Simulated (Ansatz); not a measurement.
HgPd (L1₀ or tetragonal B2, P4/mmm), PBEsol (plane waves, PAW; program Ansatz), all energies at zero smearing, with the estimated change up to a 700 eV cutoff added, with one set of potentials and settings (totals compare only within such a set). Cell of 2 atoms (1 Hg, 1 Pd): -20575.171 eV.

```csv
element,reference phase,E (eV/atom)
Hg,"R-3m, 1 atoms in the cell",-13668.0149
Pd,"Fm-3m, 1 atoms in the cell",-6906.6520
```

Formation energy per atom, worked out: (-20575.171 − 1×(-13668.0149) − 1×(-6906.6520))/2 = -0.252 eV/atom (-24 kJ per mol of atoms), at 0 K, without zero-point energy or fitted corrections.

The workflow started from an entry of the Crystallography Open Database (COD). Whether it is the stable phase at ambient conditions was not checked. The cell was relaxed with PBEsol under the symmetry of its start; of distortions, only those at the zone centre were tested. No spin polarisation was allowed. The references are the lowest solids computed at this level, not always the standard phases. Scalar-relativistic: spin–orbit coupling is off unless named, which matters more the heavier the elements.

Potentials: the later of the program's two PAW sets.
